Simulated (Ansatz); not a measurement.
WSe: which magnetic state is lowest?

These are results of Ansatz 0.2.0, DFT r2SCAN, scalar-relativistic, plane waves, PAW, not measurements.

```yaml
crystal:
  lattice:
    - [3.11214, 0.00000, 0.00000]
    - [0.00000, 3.11214, 0.00000]
    - [0.00000, 0.00000, 3.11214]
  atoms:
    - { symbol: W, position: [0.00000, 0.00000, 0.00000] }
    - { symbol: Se, position: [0.50000, 0.50000, 0.50000] }
```

The plane-wave cutoff is 500 eV, the Γ-centred k-mesh is 14×14×14 and the occupation rule is Gaussian smearing, 0.1 eV. The list of starting moments (μB, in atom order) is 2.5 0. The check for lower electronic states after the SCF is off.

All runs keep this geometry, which isn't relaxed for the lowest state (largest force there 0.000 eV/Å, pressure 4.2 GPa) and needn't be a stable compound; relaxing each order can shift differences of a few meV. Site moments are spin moments in atom-centred spheres that scale with the neighbour distance. The states are those that the runs reached from these starts; a lower one can exist. No antiferromagnetic start is among these.

Task: Starts tried: no spin; large parallel starting moments. Which state comes out lowest, and what are the moments?

Result: All starts lose their moments; the cell is non-magnetic at this level.

```csv
start,ends,energy above lowest (meV/atom),site moments (μB),gap on mesh (eV),P (GPa)
no spin,non-magnetic,0.00,none over 0.05,metal,4.2
large parallel starting moments,non-magnetic,0.00,none over 0.05,metal,4.2
```

Cost: 2 runs of about 0.95 core-minutes in all, on Arm Neoverse V1 (shared hosts).